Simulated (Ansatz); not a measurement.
CrB$_{4}$:
```
CrB4
1.0
    4.70415     0.00000     0.00000
    0.00000     5.44493     0.00000
    0.00000     0.00000     2.84670
Cr B
2 8
Cartesian
  2.35208   2.72247   1.42335
  0.00000   0.00000   0.00000
  3.11986   4.72840   1.42335
  1.58429   0.71653   1.42335
  0.76778   3.43900   0.00000
  3.93637   2.00593   0.00000
  3.41393   0.98232   1.42335
  1.29022   4.46261   1.42335
  1.06185   1.74014   0.00000
  3.64230   3.70479   0.00000
```

Relaxed with r²SCAN.

**Question.** Tabulate the valence density and the electron localisation function along the shortest Cr–B contact (2.04 Å), plane-wave PAW r²SCAN (Ansatz code).

**Answer.** 

| distance from Cr (Å) | density (e/Å³) | ELF |
|---|---|---|
| 0.20 | 18.34 | 0.93 |
| 0.31 | 14.09 | 0.90 |
| 0.41 | 9.80 | 0.83 |
| 0.51 | 6.20 | 0.73 |
| 0.61 | 3.61 | 0.57 |
| 0.71 | 1.97 | 0.38 |
| 0.82 | 1.10 | 0.25 |
| 0.92 | 0.74 | 0.21 |
| 1.02 | 0.63 | 0.28 |
| 1.12 | 0.62 | 0.44 |
| 1.22 | 0.66 | 0.60 |
| 1.33 | 0.72 | 0.66 |
| 1.43 | 0.78 | 0.63 |
| 1.53 | 0.80 | 0.51 |
| 1.63 | 0.76 | 0.31 |
| 1.73 | 0.63 | 0.11 |
| 1.83 | 0.45 | 0.01 |

The density is the valence pseudo-density with augmentation charge, so density and ELF within about 1 Å of a nucleus are not all-electron values.

Space group Pnnm. The workflow started from a Materials Project entry (that database holds measured and hypothetical structures alike); the Crystallography Open Database copy checked does not list it. COD files the formula under space group No. 71. Whether it is the stable phase at ambient conditions was not checked. The r²SCAN relaxation kept the symmetry of its start; its stability against distortions is not shown here. No spin polarisation was allowed.

Potentials: the later of the program's two PAW sets.
